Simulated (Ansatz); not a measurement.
**CdC₂ under pressure**

These are results of DFT LDA, scalar-relativistic, plane waves, PAW in Ansatz 0.2.0, not measurements. Cutoff 420 eV, 8×8×8 k-points (Γ-centred), fixed occupations. No spin polarisation. Phonons by linear response, acoustic sum rule imposed.

Equilibrium structure at this level:
```xyz
3
Lattice="-2.0494 2.0494 2.6934 2.0494 -2.0494 2.6934 2.0494 2.0494 -2.6934" Properties=species:S:1:pos:R:3 pbc="T T T"
Cd    0.0000    0.0000    0.0000
C     0.0000    0.0000    3.3122
C     0.0000    0.0000    2.0746
```

Its imaginary modes show that this cell, built by swapping an element in a database structure, isn't a minimum of the energy.

Optical modes at Γ (cm⁻¹) at zero pressure: 121i, 329, 557, 2027.

Question: Under hydrostatic pressure the same modes lie at 138i, 337, 539, 2020 cm⁻¹. What is the pressure, and how much has the cell shrunk?

Answer: 4 GPa; the volume is 8.7 % smaller.